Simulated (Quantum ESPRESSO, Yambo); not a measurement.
CaO2H2: DFT and GW levels

```
CaO2H2
1.0
    3.58116     0.00000     0.00000
   -1.79058     3.10138     0.00000
    0.00000     0.00000     4.76248
H O Ca
2 2 1
Cartesian
  1.79058   1.03379   2.65061
  0.00000   2.06758   2.11187
  1.79058   1.03379   3.61752
  0.00000   2.06758   1.14496
  0.00000   0.00000   0.00000
```

Cell and atoms were relaxed with PBE+D3(BJ) from Materials Project entry mp-23879, within its symmetry.

Starting point: norm-conserving PBEsol (Quantum ESPRESSO, 84 Ry, without SOC). G0W0 in Yambo: 6×6×4 Γ-centred k mesh, 100 bands and a 8 Ry block in the screening, 100 bands in G with the Bruneval-Gonze terminator, plasmon pole fitted at 27.2 eV.

```yaml
PBEsol gap along the band path: 4.19 eV
PBEsol gap between the mesh's edge points (Γ → Γ): 4.19 eV
G0W0 gap between the same points: 6.65 eV
```

```tsv
k point	band	E PBEsol (eV)	E QP (eV)	shift (eV)	Z
Γ	VB	0.00	-1.53	-1.53	0.80
Γ	CB	4.19	5.12	0.93	0.86
A	VB	-0.26	-1.85	-1.60	0.80
A	CB	5.82	6.96	1.15	0.86
M	VB	-0.61	-2.19	-1.58	0.80
M	CB	5.86	7.59	1.73	0.86
L	VB	-0.30	-1.92	-1.62	0.80
L	CB	6.79	8.88	2.09	0.85
K	VB	-0.17	-1.78	-1.61	0.80
K	CB	6.79	8.62	1.83	0.86
H	VB	-0.95	-2.72	-1.77	0.80
H	CB	7.88	10.18	2.30	0.85
```

Energies count from the PBEsol valence-band maximum.

Nearest settings tried, and what they do to the gap: 64 bands in G: -2 meV; 3 Ry block (35 vectors against 135): -107 meV; 3×3×2 mesh: +7 meV. Not varied: bands in W. So the settings aren't converged at that level.
